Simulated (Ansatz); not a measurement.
**Convergence of ScPt with the k-point mesh**

Theory: DFT r2SCAN, scalar-relativistic, plane waves, PAW in Ansatz.

```cif
data_structure
_symmetry_space_group_name_H-M 'P 1'
_symmetry_Int_Tables_number 1
_cell_length_a 3.2700
_cell_length_b 3.2700
_cell_length_c 3.2700
_cell_angle_alpha 90.000
_cell_angle_beta 90.000
_cell_angle_gamma 90.000
_cell_volume 34.97
loop_
_atom_site_label
_atom_site_type_symbol
_atom_site_fract_x
_atom_site_fract_y
_atom_site_fract_z
_atom_site_occupancy
Sc1 Sc 0.50000 0.50000 0.50000 1
Pt1 Pt 0.00000 0.00000 0.00000 1
```

| Item | Value |
| --- | --- |
| plane-wave cutoff | 500 eV |
| occupation rule | Gaussian smearing, 0.1 eV |
| spin treatment | unpolarised |

The atoms stay fixed while the k-point mesh is varied. ΔE is the energy extrapolated to zero smearing, less that of the reference run (22×22×22). The cell isn't necessarily relaxed at this level. The meshes are Γ-centred. Spin–orbit coupling is left out. Pressure is positive in compression.

Question: Tried: 1×1×1, 2×2×2, 4×4×4, 6×6×6, 8×8×8, 10×10×10, 12×12×12, 14×14×14, 16×16×16, 18×18×18, 22×22×22. From which k-point mesh on does the energy per atom stay within 100, 10 and 1 meV of the reference?

Answer: 4×4×4 for 100 meV, 8×8×8 for 10 meV, 18×18×18 for 1 meV. The reference itself isn't shown to be converged.

```
    mesh  ΔE (meV/atom) P (GPa) irreducible points
   1×1×1          -2928   -25.81                   1
   2×2×2            998    15.13                   4
   4×4×4           20.4     2.74                  10
   6×6×6          -51.8     1.27                  20
   8×8×8           1.58     1.93                  35
10×10×10           9.27     2.27                  56
12×12×12           4.69     2.21                  84
14×14×14          -1.60     2.05                 120
16×16×16          -1.56     1.94                 165
18×18×18           0.01     2.08                 220
22×22×22           0.00     2.07                 364
```